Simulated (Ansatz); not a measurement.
The relaxed structure here is a generated cell of CsSnI3: the first start was made by a random draw of sites in a space group, and the end was not matched to a known phase here, so it may be hypothetical. Known forms of CsSnI3 include space group No. 62, 221.

One stationary structure of CsSnI₃. Method: PBEsol (plane waves to 420 eV, PAW, scalar-relativistic; Ansatz, a program for electronic structure).

```
CELL_PARAMETERS angstrom
     11.11474     0.00000     0.00000
      0.00000     3.60579     3.67036
      0.00000    -3.60579     3.67036
ATOMIC_POSITIONS crystal
  Cs 0.50000 0.15677 0.15677
  I  0.81808 0.91038 0.91038
  I  0.18192 0.91038 0.91038
  I  0.50000 0.65485 0.65485
  Sn 0.00000 0.16960 0.16960
```

Question: Determine the symmetry and give the standard cell with its independent sites.

Answer: Space group Amm2 (No. 38); a = 11.1147 Å, b = 7.2116 Å, c = 7.3407 Å, α = β = γ = 90.00°

```
atom  site  symmetry       x       y       z
----  ----  --------  ------  ------  ------
Cs      2b       mm2  0.5000  0.5000  0.6568
I       4c       .m.  0.1819  0.0000  0.9104
I       2b       mm2  0.5000  0.5000  0.1548
Sn      2a       mm2  0.0000  0.0000  0.1696
```

Question: Give the shortest distances between elements (the closest pairs, up to four, under 3.6 Å).

Answer: I–Sn 2.78 Å.

Volume per atom: 58.84 Å³
Density: 3.57 g/cm³
Band gap: 1.12 eV, direct at Z (no spin-orbit coupling)

No spin polarisation in the result. Spin-orbit coupling is missing; with elements this heavy it can move band edges by tenths of an eV or more.

The run could not lower the symmetry of its start; a shaken copy of this end point relaxes with PBEsol to P1 (No. 1), 0.213 eV/atom lower.
